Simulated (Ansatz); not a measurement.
# Property card for Hf$_{3}$Cu$_{4}$Si$_{2}$

Hf3Cu4Si2:
```
Hf3Cu4Si2
1.0
    6.26358     0.00000     0.00000
   -3.13179     5.42442     0.00000
    0.00000     0.00000     3.95904
Hf Si Cu
3 2 4
Direct
  0.00000   0.58703   0.50000
  0.58703   0.00000   0.50000
  0.41297   0.41297   0.50000
  0.66667   0.33333   0.00000
  0.33333   0.66667   0.00000
  0.24668   0.00000   0.00000
  0.75332   0.75332   0.00000
  0.00000   0.24668   0.00000
  0.00000   0.00000   0.50000
```

Space group P-62m (No. 189); conventional cell a = 6.264 Å, b = 6.264 Å, c = 3.959 Å, α = 90.00°, β = 90.00°, γ = 120.00°.

Method: plane-wave PAW r²SCAN (Ansatz code). The cell and atoms are relaxed at this level. Other levels are named where they apply.

Cell and energy:

Volume per atom: 14.95 Å³
Density: 10.44 g/cm³
Formation energy from the elements (no fitted shifts): -0.53 eV/atom

Electronic structure:

Electronic character: metallic (no gap)
Density of states at the Fermi level: 0.34 states/eV per atom (mean over ±0.08 eV)

The workflow started from a Materials Project entry (that database holds measured and hypothetical structures alike); the Crystallography Open Database copy checked does not list it. Whether it is the stable phase at ambient conditions was not checked. The r²SCAN relaxation kept the symmetry of its start; whether a distortion lowers the energy is not shown. No spin polarisation was allowed. The references are the lowest solids computed at this level, not always the standard phases. Scalar-relativistic: spin–orbit coupling is off unless named, which matters more the heavier the elements.

Potentials: the later of the program's two PAW sets.
